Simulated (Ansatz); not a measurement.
# Ta$_{4}$O (P4/mmm), comparing deformations

All numbers below come from Ansatz 0.2.0, DFT PBEsol, scalar-relativistic, plane waves, PAW. The runs took a 420 eV cutoff, a Γ-centred 14×14×8 mesh and Gaussian smearing (0.15 eV). Spin–orbit coupling is left out, which matters for the heavy elements here. No spin polarisation. Energies are free energies at this smearing, counted from the undisturbed cell; pressure is positive in compression.

The undisturbed cell (relaxed at this level; with this scan's settings it stands at 0.1 GPa; it needn't be the usual structure):

```
Ta O
1.0
     3.21094    0.00000    0.00000
     0.00000    3.21094    0.00000
     0.00000    0.00000    7.34198
Ta O
4 1
Direct
  0.00000 0.00000 0.50000
  0.50000 0.50000 0.78278
  0.50000 0.50000 0.21722
  0.00000 0.00000 0.00000
  0.50000 0.50000 0.50000
```

The cell is strained by ε times a Voigt pattern (xx, yy, zz, yz, xz, xy; engineering shear) with fractional coordinates fixed. τ = (1/V0) dE/dε comes from the stress tensor. Of each scan, only the three points used here are listed.

| pattern | ε | τ (GPa) |
| --- | --- | --- |
| (1, 1, 0, 0, 0, 0) | -0.0150 | -15.84 |
| (1, 1, 0, 0, 0, 0) | 0.0000 | -0.12 |
| (1, 1, 0, 0, 0, 0) | 0.0150 | 13.58 |
| (0, 0, 1, 0, 0, 0) | -0.0250 | -13.23 |
| (0, 0, 1, 0, 0, 0) | 0.0000 | -0.15 |
| (0, 0, 1, 0, 0, 0) | 0.0250 | 9.69 |

Question: Which constants do the scans give, and which deformation costs least for the same size of strain tensor?

Answer: The slope dτ/dε at zero (parabola through three points) is pᵀCp: (1, 1, 0, 0, 0, 0) gives C11 + C22 + 2 C12 = 981 GPa; (0, 0, 1, 0, 0, 0) gives C33 = 458 GPa. The size of the strain tensor, ε:ε, is ε² times 2.0, 1.0. Per unit of it the stiffnesses are 490, 458 GPa, so (0, 0, 1, 0, 0, 0) is the softest of these: at ε:ε = (1 %)² the quadratic term costs 2.17 meV/atom against 2.32 for the stiffest. These are clamped-ion values.

Forces appear on the atoms along this scan, and letting them relax would lower the energy and soften the response. No gap shows at this level, though a semilocal functional can close a small gap that the real compound has; without a gap these slopes depend on the k mesh and the smearing.